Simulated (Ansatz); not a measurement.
# HfNbTe4 (P-3m1)

Computed with DFT PBE, scalar-relativistic, plane waves, PAW in Ansatz.

Cutoff 420 eV; k points 12×12×4 on the computed 6-atom cell (Γ-centred); Gaussian smearing, width 0.10 eV; no spin polarisation.

The structure is relaxed at this level of theory with its symmetry kept, and needn't be the ground state of this composition.

```
Hf Nb Te
1.0
     3.82223    0.00000    0.00000
    -1.91112    3.31015    0.00000
     0.00000    0.00000   14.31608
Hf Nb Te
1 1 4
Direct
  0.00000 0.00000 0.50000
  0.00000 0.00000 0.00000
  0.66667 0.33333 0.62866
  0.66667 0.33333 0.12454
  0.33333 0.66667 0.87546
  0.33333 0.66667 0.37134
```

Problem. Formation energy from the elements' standard states (uncorrected)?

Solution. -0.602 eV/atom.

Problem. Kohn–Sham band gap?

Solution. none (metal).

Problem. Density of states at the Fermi level?

Solution. 4.4 states/eV per cell.

Problem. Orbital (Löwdin) character within 0.5 eV of the Fermi level?

Solution. Nb 4d 45 %, Te 5p 32 %, Hf 5d 19 %.

Problem. Bader charge by site (e)?

Solution. Hf (1 in the cell) 1.62, Nb (1 in the cell) 1.14, Te (2 in the cell) -0.81, Te (2 in the cell) -0.57.

Spin-orbit coupling is left out, which matters for the bands of heavy elements. The cell holds layers, chains or molecules and no dispersion correction was added, so their binding is poorly described.

The cell was found from a structure generator's guess, not taken from experiment. Löwdin shares on free-atom orbitals overweight diffuse shells.
